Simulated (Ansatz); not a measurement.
CoSi:
```xyz
8
Lattice="4.3504 0.0000 0.0000 0.0000 4.3504 0.0000 0.0000 0.0000 4.3504" Properties=species:S:1:pos:R:3 pbc="T T T"
Co     3.7163     2.8092     1.5412
Co     2.8092     1.5412     3.7163
Co     1.5412     3.7163     2.8092
Co     0.6340     0.6340     0.6340
Si     0.6826     1.4926     2.8578
Si     1.4926     2.8578     0.6826
Si     2.8578     0.6826     1.4926
Si     3.6678     3.6678     3.6678
```

Relaxed with LDA. Special points in fractions of this cell's reciprocal vectors: Γ (0.000, 0.000, 0.000); X (0.000, 0.500, 0.000); M (0.500, 0.500, 0.000); R (0.500, 0.500, 0.500); X1 (0.500, 0.000, 0.000).

Task: List the band energies nearest the Fermi level at these points for plane-wave PAW LDA (Ansatz code).

Result: In eV from the Fermi level; about four levels below and three above (degenerate sets whole), none deeper than 8.9 eV; points with the same levels are listed once.

| k | below | above |
|---|---|---|
| Γ | -0.98 -0.98 -0.98 -0.84 -0.84 | 0.01 0.01 0.01 |
| X | -0.69 -0.69 -0.52 -0.52 | 1.10 1.10 1.69 1.69 |
| M | -1.08 -1.08 -0.03 -0.03 | 0.66 0.66 2.23 2.23 |
| R | -0.23 -0.23 -0.23 -0.23 | 5.74 5.74 5.74 5.74 |

Space group P2_13. The cell was relaxed with LDA under the symmetry of its start; phonons on a q-mesh show no instability. No spin polarisation was allowed.

Potentials: the later of the program's two PAW sets.
